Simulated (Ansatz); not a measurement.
**One input, then a changed one: VCl$_{2}$O**

First run: DFT, PBEsol, PAW with Ansatz's default frozen-core files, scalar-relativistic (Ansatz 0.2.0).

Command: `ansatz run input.yaml --threads 1 --pin off --max-ram 3072MiB --backend cpu --events-out ev --progress --plain --runs-dir out` It took 23 s on 1 thread of Intel(R) Xeon(R) 6975P-C (Granite Rapids), with other jobs on the host, peak memory 0.66 GiB.

```yaml
crystal:
  lattice:
    - [-1.758944, 1.82108, 6.544549]
    - [1.758944, -1.82108, 6.544549]
    - [1.758944, 1.82108, -6.544549]
  atoms:
    - { symbol: V, position: [0.4875, 0.0, 0.4875], spin: 1.5 }
    - { symbol: Cl, position: [0.627182, 0.627182, 0.0] }
    - { symbol: Cl, position: [0.372818, 0.372818, 0.0] }
    - { symbol: O, position: [0.0125, 0.0, 0.0125] }
magnetization:
  spin_polarized: true
kpoints:
  mp_grid: { grid: [8, 8, 8] }
scf:
  occupations: { method: fermi_dirac, width: 0.03 }
hamiltonian:
  xc: pbesol
  pseudopotentials: { kind: paw }
output:
  forces: true
  stress: true
  eigenvalues: true
  populations: true
```

The cell is Materials Project entry mp-27712, used as a structure alone.

This run: one bond, the shortest of the undistorted cell, set to 1.730 Å.

It converges in 12 SCF iterations at a pressure of -4.50 GPa, largest force 0.850 eV/Å, cell moment 1.00 μB, cutoff 420 eV.

The input is then changed:

```diff
   xc: pbesol
-  pseudopotentials: { kind: paw }
+  pseudopotentials: { kind: paw, source: ansatz }
 output:
```

Predict the outcome of the changed run.

It converges in 13 SCF iterations at a pressure of -4.49 GPa, largest force 0.852 eV/Å, cell moment 1.00 μB, cutoff 930 eV.
